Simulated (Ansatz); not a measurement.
TiB2: from a starting cell to a relaxed one

The start is a generated cell, TiB2 built in the AFLOW prototype A2B_cF24_227_d_a (C15, as in MgCu2). The structure is fully relaxed (lattice and positions, P = 0) with r2SCAN (plane waves to 500 eV, PAW, scalar-relativistic; Ansatz, a program for electronic structure). The first steps use a coarse 7×7×7 k-mesh.

Initial structure:
```
CELL_PARAMETERS angstrom
      0.00000     3.04062     3.04062
      3.04062     0.00000     3.04062
      3.04062     3.04062     0.00000
ATOMIC_POSITIONS crystal
  B  0.12500 0.12500 0.12500
  B  0.62500 0.12500 0.12500
  B  0.12500 0.62500 0.12500
  B  0.12500 0.12500 0.62500
  Ti 0.75000 0.75000 0.75000
  Ti 0.50000 0.50000 0.50000
```

### Question
How much energy is released per atom?

### Answer
0.08 eV/atom.

### Question
Is the relaxed structure metallic? Give its gap.

### Answer
No gap (metallic).

### Question
Give the final cell and atomic positions.

### Answer

Space group Fd-3m, origin choice 1 (No. 227); a = 5.8489 Å, b = 5.8489 Å, c = 5.8489 Å, α = 90.00°, β = 90.00°, γ = 90.00°

| atom | site | symmetry | x | y | z |
|---|---|---|---|---|---|
| B | 16d | .-3m | 0.6250 | 0.6250 | 0.6250 |
| Ti | 8a | -43m | 0.0000 | 0.0000 | 0.0000 |
(The calculation used a cell of 6 atoms; values per cell refer to that cell.)

The space group stays Fd-3m (No. 227) (the run could not lower it); the end is cubic Laves (MgCu2 type), with 6 atoms in the primitive cell. Final values are on a 14×14×14 k-mesh of the relaxed cell. No spin polarisation in the result.

The run could not lose the symmetry of its start: the end is stationary, and may be a saddle point rather than a minimum.

All atoms sit on sites fixed by symmetry, so only the cell could relax.

The relaxed structure here is a generated cell of TiB2: the first start was made by placing the elements on the sites of a structure type, and the end was not matched to a known phase here, so it may be hypothetical. Known forms of TiB2 include space group No. 191.
